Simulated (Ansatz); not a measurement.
Starting cell, ZnS (zinc blende):

```xyz
2
Lattice="0.0000 2.6952 2.6952 2.6952 0.0000 2.6952 2.6952 2.6952 0.0000" Properties=species:S:1:pos:R:3 pbc="T T T"
S      4.0428     4.0428     4.0428
Zn     0.0000     0.0000     0.0000
```

The atoms are displaced by Q × the pattern below (from a DFPT mode at Γ, largest move 1; Q in Å), at fixed cell. It is one choice among 3 degenerate patterns.

| atom | x | y | z |
|---|---|---|---|
| S1 | 0.000 | 0.000 | -1.000 |
| Zn2 | 0.000 | 0.000 | 0.490 |

These are r2SCAN (plane waves to 500 eV, PAW, scalar-relativistic; Ansatz, a first-principles code) values and carry that method's errors. k mesh 11×11×11 (Γ-centred), Fermi-Dirac smearing 0.05 eV. The PAW data are Ansatz's earlier set. ZnS was relaxed with its symmetry unable to fall. 

| Q (Å) | −dE/dQ from forces (eV/Å) |
|---|---|
| -0.100 | 1.276 |
| -0.083 | 1.068 |
| -0.067 | 0.857 |
| -0.050 | 0.644 |
| -0.033 | 0.430 |
| -0.017 | 0.215 |
| 0.000 | 0.000 |
| 0.017 | -0.215 |
| 0.033 | -0.430 |
| 0.050 | -0.644 |
| 0.067 | -0.857 |
| 0.083 | -1.068 |
| 0.100 | -1.276 |

Problem. What harmonic wavenumber does the curvature at Q = 0 give?

Solution. 271 cm⁻¹. E″ = 12.92 eV/Å², M = Σ mᵢ|uᵢ|² = 47.8 u, ν̃ = 521.5·√(|E″|/M).

(A displaced cell: forces are minus the slopes of the energy, force constants its curvatures, and phonons follow from these.)
